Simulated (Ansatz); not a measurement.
A geometry of Ru away from equilibrium: the start of the relaxation of a relaxed Ru cell shaken by Gaussian noise of σ = 0.08 Å a coordinate. Computed with r2SCAN (plane waves to 500 eV, PAW, scalar-relativistic; Ansatz, an electronic-structure program). Γ-centred k-mesh 8×8×8 on the run's cell (coarser than for final values), Fermi–Dirac smearing 0.05 eV.

```xyz
8
Lattice="-3.0180 3.0180 3.0180 3.0180 -3.0180 3.0180 3.0180 3.0180 -3.0180" Properties=species:S:1:pos:R:3:forces:R:3 pbc="T T T" free_energy=-47123.439 pressure_GPa=8.0
Ru     1.3216     1.3082     1.4599   -0.8844   -2.0002   -3.5806
Ru    -1.2008     1.7172     1.2721   -0.5617    0.2555   -0.1603
Ru     1.6894     1.3724    -1.3791    0.8544   -2.0005    2.1886
Ru     1.2779    -1.3350     1.5989   -0.1728    1.1071    1.3720
Ru     2.6825     2.7346     2.7326    4.0649    2.7842    1.2244
Ru     0.2449     3.3034    -0.2227   -0.5344   -1.9182    0.3870
Ru     3.3394    -0.2730     0.2130   -3.3623    2.2234   -0.6118
Ru    -0.2263     0.1755     3.2356    0.5963   -0.4512   -0.8194
```

Positions in Å, forces in eV/Å, free energy of the cell in eV (comparable only within this code, potentials and settings). Largest force: 5.08 eV/Å, on Ru5 (atoms numbered as listed); the geometry lies 0.16 eV/atom above the end of its relaxation.

No spin polarisation in the result.

The end of the path is a generated cell of Ru: the first start was made by placing the elements on the sites of a structure type, and the end was not matched to a known phase here, so it may be hypothetical. Known forms of Ru include space group No. 194.
